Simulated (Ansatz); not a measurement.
LuBrO: the gap from level to level

A database entry relaxed whole under r2SCAN at zero pressure (P4/nmm, No. 129):

```
Lu Br O
1.0
     3.75523    0.00000    0.00000
     0.00000    3.75523    0.00000
     0.00000    0.00000    8.64927
Lu Br O
2 2 2
Direct
  0.00000 0.50000 0.37214
  0.50000 0.00000 0.62786
  0.50000 0.00000 0.18099
  0.00000 0.50000 0.81901
  0.00000 0.00000 0.50000
  0.50000 0.50000 0.50000
```

Its volume is 20.33 Å³ an atom, +3.0 % against the entry's 19.73, a measured cell (2007, 293 K).

Single points on this cell with plane-wave PAW DFT (Ansatz 0.2.0; r2SCAN 500 eV, hybrids 420 eV; fermi-dirac occupations of width 0.020 eV; no moments): r2SCAN on a 8×8×4 Γ-centred mesh; r2SCAN with spin-orbit coupling on a 8×8×4 Γ-centred mesh; HSE06 on a 6×6×4 Γ-centred mesh; PBE0 on a 6×6×4 Γ-centred mesh.

Question: How do gap, pressure and charges move from level to level?

Answer: The runs give:

```
                          level  gap (eV), or kind  pressure (GPa)  Bader charge of Lu (e)  Bader charge of Br (e)  Bader charge of O (e)
                         r2SCAN               4.92             0.0                   +2.16                   -0.76                  -1.40
r2SCAN with spin-orbit coupling               4.79            -0.1                   +2.16                   -0.76                  -1.40
                          HSE06               5.65             0.8                   +2.19                   -0.77                  -1.42
                           PBE0               6.35             0.8                   +2.19                   -0.77                  -1.42
```

Under r2SCAN the gap is 4.92 eV, over mesh and band path. HSE06 moves it by +0.72 eV and PBE0 by +1.43 eV; PBE0 keeps its exact exchange at long range, which widens the gap over HSE06's by 0.71 eV on their common mesh. Spin-orbit coupling moves the r2SCAN gap by -0.13 eV, which the hybrid values lack.

Caveats: the relaxation kept the start's symmetry; HSE06 is read on its mesh and at the zone's corners, PBE0 on its mesh alone; hybrid pressures are good to a few tenths of a GPa; no dispersion correction, so weakly bound layers or chains stand too far apart and gaps read wide; pressure is positive in compression.
